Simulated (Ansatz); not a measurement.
YPb3 (Cu3Au type, Pm-3m) under volume change, the program Ansatz at the PBEsol level (PAW), scaled uniformly.

```
V (Å³/atom)  E − E(relaxed) (meV/atom)  P (GPa)
-----------  -------------------------  -------
25.280                            47.7     6.67
26.113                            20.0     4.07
26.946                             4.7     1.86
27.780                             0.0     0.00
28.613                             4.2    -1.57
29.447                            15.9    -2.90
30.280                            34.0    -4.02
```

Problem. What does a third-order Birch–Murnaghan fit give for V₀, B₀ and B′?

Solution. V₀ = 27.78 Å³/atom, B₀ = 56.9 GPa, B′ = 4.6.

The workflow started from an entry of the Crystallography Open Database (COD). Whether it is the stable phase at ambient conditions was not checked. The cell was relaxed with PBEsol under the symmetry of its start; of distortions, only those at the zone centre were tested. The run is not spin-polarised. Spin–orbit coupling is left out wherever it is not named.

Potentials: the later of the program's two PAW sets.
